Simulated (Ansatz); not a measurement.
Co (hcp (Mg type), P6_3/mmc) at seven volumes, r²SCAN in the plane-wave PAW code Ansatz, shape and atoms relaxed at each. One row is withheld.

```json
[
 {"V (Å³/atom)": "9.650", "P (GPa)": "27.53"},
 {"V (Å³/atom)": "9.968", "P (GPa)": "16.82"},
 {"V (Å³/atom)": "10.286", "P (GPa)": "7.67"},
 {"V (Å³/atom)": "10.604", "P (GPa)": "0.01"},
 {"V (Å³/atom)": "10.923", "P (GPa)": "-6.36"},
 {"V (Å³/atom)": "11.241", "P (GPa)": "-11.44"},
 {"V (Å³/atom)": "11.559", "P (GPa)": "?"}
]
```

Task: Fit the shown pressures and predict the withheld one.

Result: P = (3/2)B₀(x^(7/2) − x^(5/2))[1 + (3/4)(B′ − 4)(x − 1)] with x = (V₀/V)^(2/3). Least squares on the six rows gives V₀ = 10.607 Å³/atom, B₀ = 230 GPa, B′ = 5.03. At V = 11.559, x = 0.9443 and P = -15.93 GPa. The run itself gave -15.77 GPa.

Symmetry was held in the r²SCAN relaxation. Magnetic state: ferromagnetic, chosen from 5 collinear starts compared on coarse meshes (ties went to the first, and starts can fall back to one state), not a proven ground state. Textbook magnetic order: ferromagnetic. Other orbital occupations within this spin state were not tried.

Potentials: the earlier of the program's two PAW sets.
